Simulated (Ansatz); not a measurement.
Nb:
```xyz
1
Lattice="0.0000 2.1069 2.1069 2.1069 0.0000 2.1069 2.1069 2.1069 0.0000" Properties=species:S:1:pos:R:3 pbc="T T T"
Nb     0.0000     0.0000     0.0000
```

Relaxed with r²SCAN. Special points in fractions of this cell's reciprocal vectors: Γ (0.000, 0.000, 0.000); X (0.500, 0.000, 0.500); U (0.625, 0.250, 0.625); K (0.375, 0.375, 0.750); L (0.500, 0.500, 0.500); W (0.500, 0.250, 0.750).

Problem. List the band energies nearest the Fermi level at these points for the program Ansatz at the r²SCAN with spin–orbit coupling level (PAW).

Solution. In eV from the Fermi level; about four levels below and three above (degenerate sets whole), none deeper than 8.9 eV; points with the same levels are listed once.

```tsv
k	below	above
Γ	-6.61 -6.61	0.07 0.07 0.07 0.07
X	-4.27 -4.27 -3.56 -3.56	3.63 3.63 4.95 4.95
U	-3.27 -3.27 -2.41 -2.41	0.50 0.50 3.00 3.00
L	-4.08 -4.08 -0.09 -0.09	0.04 0.04 1.25 1.25
W	-1.28 -1.28 -1.23 -1.23	2.08 2.08 5.44 5.44
```

Space group Fm-3m (fcc (Cu type)). The workflow started from an entry of the Crystallography Open Database (COD), which files this formula under 2 space groups. It is not the phase usual at ambient conditions (space group No. 229). The cell was relaxed with r²SCAN under the symmetry of its start. At this level the phase is mechanically unstable. No spin polarisation was allowed.

Potentials: the earlier of the program's two PAW sets.
